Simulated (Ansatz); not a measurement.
# Relaxing a structure of Be

The start is a relaxed Be cell displaced along its unstable phonon at q = (½, 0, ½) of its primitive reciprocal cell (376i cm⁻¹), largest move 0.15 Å. The cell and all atomic positions are relaxed at zero pressure with r2SCAN (plane waves to 500 eV, PAW, scalar-relativistic; Ansatz, a quantum-chemistry and plane-wave program). First-step values are on the input's coarse k-mesh.

Ansatz input (later rounds restart from its end on a renewed k-mesh):
Ansatz 0.2 input:
```yaml
crystal:
  lattice:
    - [0, 3.6244616206, 8.594613347]
    - [1.1405905419, 0, 4.2973066735]
    - [1.1405905419, 3.6244616206, 4.2973066735]
  atoms:
    - { symbol: Be, position: [0.6597493135, 0.1597493135, 0.8402506865] }
    - { symbol: Be, position: [0.1248437293, 0.1248437293, 0.8751562707] }
    - { symbol: Be, position: [0.3751562707, 0.8751562707, 0.1248437293] }
    - { symbol: Be, position: [0.8402506865, 0.8402506865, 0.1597493135] }
basis: { ecutwfc: 500, ecutrho_ratio: 4, xc_grid: 4, fft_grid_basis: typed }
kpoints: { mp_grid: { grid: [17, 17, 17] } }
hamiltonian:
  xc: r2scan
  dispersion: none
  pseudopotentials: { azcp: { folder: ./paw }, kind: paw }
scf: { occupations: { method: fermi_dirac, width: 0.05 } }
relax: { f_tol: 0.01, max_steps: 100, cell: { stress_tol: 0.02 } }
output: { forces: true, stress: true }
```

Task: What is the largest force in the starting geometry, and on which atom (counted from 1)?

Result: 0.71 eV/Å, on Be2, Be3 (atoms numbered as listed).

Task: By how much does the energy per atom fall from start to end?

Result: 0.18 eV/atom.

Task: How does the volume change?

Result: -9.7 %, from 8.88 to 8.02 Å³/atom.

Task: Is the parent structure recovered?

Result: It does not go back: it reaches Cmcm (No. 63), 0.23 eV/atom below the parent.

Task: How do the shortest distances between atoms change?

Result: The closest pairs of elements (up to four, under 3.6 Å), start → end: Be–Be 2.16 → 2.06 Å.

Task: What band gap does the relaxed structure have at this level?

Result: No gap (metallic).

Task: What does it relax into? Give the structure.

Result: 
```cif
data_Be8
_chemical_formula_sum 'Be8'
_space_group_name_H-M_alt 'Cmcm'
_space_group_IT_number 63
_space_group_name_Hall '-C 2c 2'
_cell_length_a 2.20659
_cell_length_b 8.29414
_cell_length_c 3.50491
_cell_angle_alpha 90.000
_cell_angle_beta 90.000
_cell_angle_gamma 90.000
loop_
_atom_site_label
_atom_site_type_symbol
_atom_site_symmetry_multiplicity
_atom_site_Wyckoff_symbol
_atom_site_fract_x
_atom_site_fract_y
_atom_site_fract_z
_atom_site_occupancy
Be1 Be 4 c 0.00000 0.56535 0.25000 1
Be2 Be 4 c 0.00000 0.17001 0.75000 1
```
(The calculation used a cell of 4 atoms; values per cell refer to that cell.)

Final values are on a 22×22×13 k-mesh of the relaxed cell. No spin polarisation in the result.

The run could not lose the symmetry of its start, so the end can be a saddle point.

The relaxed structure here is a generated cell of Be: the first start was made by placing the elements on the sites of a structure type, and the end was not matched to a known phase here, so it may be hypothetical. Known forms of Be include space group No. 194.
